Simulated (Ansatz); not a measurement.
Ba₃CaTa₂O₉ in space group P-3m1 (No. 164; Pearson symbol hP15), the program Ansatz at the PBE level (PAW), all energies at zero smearing, with the estimated change up to a 700 eV cutoff added, with one set of potentials and settings (totals compare only within such a set). Cell of 15 atoms (3 Ba, 1 Ca, 2 Ta, 9 O): -44660.487 eV.

```json
[
 {"element": "Ba", "reference phase": "Im-3m, 1 atoms in the cell", "E (eV/atom)": "-5949.5401"},
 {"element": "Ca", "reference phase": "Fm-3m, 1 atoms in the cell", "E (eV/atom)": "-1816.8597"},
 {"element": "Ta", "reference phase": "Im-3m, 1 atoms in the cell", "E (eV/atom)": "-9932.2522"},
 {"element": "O", "reference phase": "C2/m, 4 atoms in the cell, spin-polarised", "E (eV/atom)": "-565.0000"}
]
```

Formation energy per atom, worked out: (-44660.487 − 3×(-5949.5401) − 1×(-1816.8597) − 2×(-9932.2522) − 9×(-565.0000))/15 = -3.034 eV/atom (-293 kJ per mol of atoms), at 0 K, without zero-point energy or fitted corrections.

The first step of the workflow began from a Materials Project structure, measured or hypothetical; the Crystallography Open Database copy checked does not list it. Its standing as an ambient phase is unchecked. The PBE relaxation kept the symmetry of its start; its stability against distortions is not shown here. No spin polarisation was allowed. The references are the lowest solids computed at this level, not always the standard phases (solids in place of the gases). Spin–orbit coupling is left out wherever it is not named.

Potentials: the later of the program's two PAW sets.
